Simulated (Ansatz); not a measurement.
### Question
Each is relaxed and computed with DFT-r²SCAN in the program Ansatz with PAW potentials. Which is the only one with a gap?
A. CeO2, fluorite
B. VH2, fluorite
C. CeP2Ru2, I4/mmm (Ce on 2a, P on 4e, Ru on 4d)
D. CeRu3C, anti-perovskite

### Answer
A, CeO2, fluorite. CeO2: gap 2.20 eV (indirect); CeP2Ru2: metal; CeRu3C: metal; VH2: metal. Caveat: open 4f shells can settle in a state that is not the lowest. Spin orders computed, not proven ground states: CeP2Ru2, I4/mmm (Ce on 2a, P on 4e, Ru on 4d) ferromagnetic. Standing as an ambient phase not checked: CeP2Ru2, I4/mmm (Ce on 2a, P on 4e, Ru on 4d); CeRu3C, anti-perovskite; VH2, fluorite. Began spin-polarised and lost the moments: CeO2, fluorite; VH2, fluorite. All cells were relaxed under the symmetry of their starts (and spin orders); stability against distortions was not tested throughout. Rows with no word on spin ran without spin polarisation. No Hubbard U is applied. Spin–orbit coupling is left out wherever it is not named.

Potentials: the later of the program's two PAW sets.
